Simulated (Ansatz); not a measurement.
Bi₂TeSe₂:
```cif
data_Bi6Se6Te3
_chemical_formula_sum 'Bi6 Te3 Se6'
_space_group_name_H-M_alt 'R-3m :H'
_space_group_IT_number 166
_space_group_name_Hall '-R 3 2"'
_cell_length_a 4.19569
_cell_length_b 4.19569
_cell_length_c 28.40172
_cell_angle_alpha 90.000
_cell_angle_beta 90.000
_cell_angle_gamma 120.000
loop_
_atom_site_label
_atom_site_type_symbol
_atom_site_symmetry_multiplicity
_atom_site_Wyckoff_symbol
_atom_site_fract_x
_atom_site_fract_y
_atom_site_fract_z
_atom_site_occupancy
Bi1 Bi 6 c 0.00000 0.00000 0.40671 1
Te1 Te 3 a 0.00000 0.00000 0.00000 1
Se1 Se 6 c 0.00000 0.00000 0.20678 1
```
(The calculation used a cell of 5 atoms; values per cell refer to that cell.)

Relaxed with LDA.

Q: Which orbitals make up the states near the band edges in DFT-LDA in the program Ansatz with PAW potentials?

A: Top 1 eV of the valence band: Se 4p 51 %, Te 5p 33 %, Bi 6p 7 %, Bi 6s 6 %. Bottom 1 eV of the conduction band: Bi 6p 62 %, Se 4p 23 %. Projections are on Löwdin-orthogonalised atomic valence shells; empty p or d shells of many metals are not among them.

Q: Tabulate the density of states.

A: States/eV per cell of 5 atoms, in 0.25 eV bins, energy from the valence-band maximum.

```
E (eV)  total  Se 4p  Bi 6p  Te 5p
------  -----  -----  -----  -----
-7.85    0.00   0.00   0.00   0.00
-7.60    0.00   0.00   0.00   0.00
-7.35    0.00   0.00   0.00   0.00
-7.10    0.00   0.00   0.00   0.00
-6.85    0.00   0.00   0.00   0.00
-6.60    0.00   0.00   0.00   0.00
-6.35    0.00   0.00   0.00   0.00
-6.10    0.00   0.00   0.00   0.00
-5.85    0.00   0.00   0.00   0.00
-5.60    0.16   0.05   0.07   0.04
-5.35    1.11   0.38   0.45   0.26
-5.10    1.99   0.67   0.81   0.46
-4.85    1.81   0.64   0.72   0.41
-4.60    2.37   0.99   0.88   0.43
-4.35    2.96   1.28   1.06   0.52
-4.10    3.38   1.43   1.18   0.65
-3.85    4.13   1.79   1.38   0.79
-3.60    4.27   2.03   1.40   0.68
-3.35    4.71   2.29   1.52   0.70
-3.10    4.49   2.21   1.43   0.66
-2.85    4.55   2.30   1.41   0.64
-2.60    3.99   1.99   1.22   0.58
-2.35    3.63   1.85   0.99   0.58
-2.10    2.96   1.47   0.67   0.65
-1.85    2.73   1.31   0.52   0.73
-1.60    3.77   1.65   0.56   1.30
-1.35    3.41   1.49   0.33   1.35
-1.10    4.74   2.14   0.40   1.85
-0.85    4.79   2.24   0.34   1.82
-0.60    4.67   2.48   0.28   1.44
-0.35    1.32   0.77   0.09   0.31
-0.10    0.05   0.03   0.00   0.01
0.15     0.00   0.00   0.00   0.00
0.40     0.00   0.00   0.00   0.00
0.65     0.16   0.02   0.11   0.01
0.90     1.36   0.23   0.89   0.06
1.15     3.47   0.81   2.15   0.10
1.40     3.81   1.06   2.26   0.09
1.65     4.47   1.37   2.59   0.11
1.90     4.24   1.45   2.30   0.11
2.15     3.47   1.18   1.80   0.19
2.40     2.93   0.92   1.51   0.28
2.65     2.56   0.74   1.31   0.31
2.90     2.83   0.52   1.46   0.54
3.15     2.95   0.44   1.54   0.64
3.40     2.91   0.47   1.50   0.61
3.65     4.20   0.66   1.78   0.74
3.90     3.69   0.57   1.38   0.61
4.15     2.99   0.45   1.04   0.46
4.40     3.20   0.49   1.06   0.47
4.65     2.81   0.37   0.72   0.30
4.90     2.12   0.25   0.45   0.19
5.15     1.85   0.18   0.30   0.13
```

The workflow started from a Materials Project entry (that database holds measured and hypothetical structures alike); the Crystallography Open Database files this formula in space group No. 166, but the cells were not matched. Its standing as an ambient phase is unchecked. The LDA relaxation kept the symmetry of its start; whether a distortion lowers the energy is not shown. A crystal of weakly bound layers computed without a dispersion correction: the cell and the soft elastic constants depend strongly on that. Spin–orbit coupling is left out wherever it is not named.

Potentials: the later of the program's two PAW sets.
